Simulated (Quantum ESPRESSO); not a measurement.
pw.x input (Quantum ESPRESSO 7.5; PBEsol, PseudoDojo standard norm-conserving files, scalar-relativistic):

```
&CONTROL
  calculation = 'scf'
  pseudo_dir = './pseudo'
  outdir = './out'
  tprnfor = .true.
  tstress = .true.
/
&SYSTEM
  ibrav = 0
  nat = 12
  ntyp = 3
  ecutwfc = 84.0
  ecutrho = 336.0
  occupations = 'smearing'
  smearing = 'fd'
  degauss = 0.002
  nbnd = 69
/
&ELECTRONS
  conv_thr = 1.2e-09
/
ATOMIC_SPECIES
O 15.9990 O.upf
Zn 65.3800 Zn.upf
W 183.8400 W.upf
CELL_PARAMETERS angstrom
  4.676720000000   0.000000000000   0.000000000000
  0.000000000000   5.729710000000   0.000000000000
 -0.050496000000   0.000000000000   4.936192000000
ATOMIC_POSITIONS crystal
O   0.782690000000   0.106430000000   0.064920000000
O   0.217310000000   0.893570000000   0.935080000000
O   0.217310000000   0.106430000000   0.435080000000
O   0.782690000000   0.893570000000   0.564920000000
O   0.743070000000   0.376110000000   0.597340000000
O   0.256930000000   0.623890000000   0.402660000000
O   0.256930000000   0.376110000000   0.902660000000
O   0.743070000000   0.623890000000   0.097340000000
Zn   0.500000000000   0.676360000000   0.750000000000
Zn   0.500000000000   0.323640000000   0.250000000000
W   0.000000000000   0.181130000000   0.750000000000
W  -0.000000000000   0.818870000000   0.250000000000
K_POINTS automatic
6 6 6 0 0 0
```

End of the output:

```

[...]
     the Fermi energy is    10.7662 ev
!    total energy              =   -1403.20796871 Ry
     estimated scf accuracy    <          1.2E-10 Ry
     smearing contrib. (-TS)   =       0.00000000 Ry
     internal energy E=F+TS    =   -1403.20796871 Ry
     The total energy is F=E-TS. E is the sum of the following terms:
     one-electron contribution =    -784.50869432 Ry
     hartree contribution      =     444.89863867 Ry
     xc contribution           =    -220.59545863 Ry
     ewald contribution        =    -843.00245443 Ry
     convergence has been achieved in  12 iterations
     Forces acting on atoms (cartesian axes, Ry/au):
     atom    1 type  1   force =     0.00690089   -0.00099773   -0.00439406
     atom    2 type  1   force =    -0.00690089    0.00099773    0.00439406
     atom    3 type  1   force =    -0.00690089   -0.00099773    0.00439406
     atom    4 type  1   force =     0.00690089    0.00099773   -0.00439406
     atom    5 type  1   force =     0.00496645   -0.00631758    0.00360603
     atom    6 type  1   force =    -0.00496645    0.00631758   -0.00360603
     atom    7 type  1   force =    -0.00496645   -0.00631758   -0.00360603
     atom    8 type  1   force =     0.00496645    0.00631758    0.00360603
     atom    9 type  2   force =     0.00000000    0.00176252    0.00000000
     atom   10 type  2   force =     0.00000000   -0.00176252    0.00000000
     atom   11 type  3   force =     0.00000000    0.00144869    0.00000000
     atom   12 type  3   force =     0.00000000   -0.00144869    0.00000000
     Total force =     0.024340     Total SCF correction =     0.000046
     Computing stress (Cartesian axis) and pressure
          total   stress  (Ry/bohr**3)                   (kbar)     P=      -34.34
  -0.00023002   0.00000000   0.00000369          -33.84        0.00        0.54
   0.00000000  -0.00020969   0.00000000            0.00      -30.85        0.00
   0.00000369   0.00000000  -0.00026068            0.54        0.00      -38.35
```
In a gapped system the printed Fermi energy is only some level inside the gap.

Spin-orbit coupling is not included.

Geometry of the Materials Project entry, not relaxed at this level.
